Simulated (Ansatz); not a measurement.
BaHfO3:
```
CELL_PARAMETERS angstrom
      4.15809     0.00000     0.00000
      0.00000     4.15809     0.00000
      0.00000     0.00000     4.15809
ATOMIC_POSITIONS crystal
  Ba 0.00000 0.00000 0.00000
  Hf 0.50000 0.50000 0.50000
  O  0.00000 0.50000 0.50000
  O  0.50000 0.50000 0.00000
  O  0.50000 0.00000 0.50000
```

PBEsol (plane waves, PAW; program Ansatz) gives a gap of 3.59 eV without spin–orbit coupling, maximum at R, minimum at Γ.

Task: What happens when spin–orbit coupling is switched on?

Result: The gap decreases by 0.09 eV, to 3.50 eV; maximum at R, minimum at Γ.

Task: Give the electron effective mass with spin–orbit coupling, band 1 of 2 at the edge.

Result: 0.77 along [100], 0.58 along [110], 0.48 along [111] (mₑ).

Task: Give the electron effective mass with spin–orbit coupling, band 2 of 2 at the edge.

Result: 0.33 along [100], 0.38 along [110], 0.44 along [111] (mₑ).

Space group Pm-3m (cubic perovskite). The cell was relaxed with PBEsol under the symmetry of its start. The run is not spin-polarised.

Potentials: the earlier of the program's two PAW sets. The files were generated under PBE; for other functionals the program regenerates the frozen cores, and for LDA and PBEsol the local potential too.
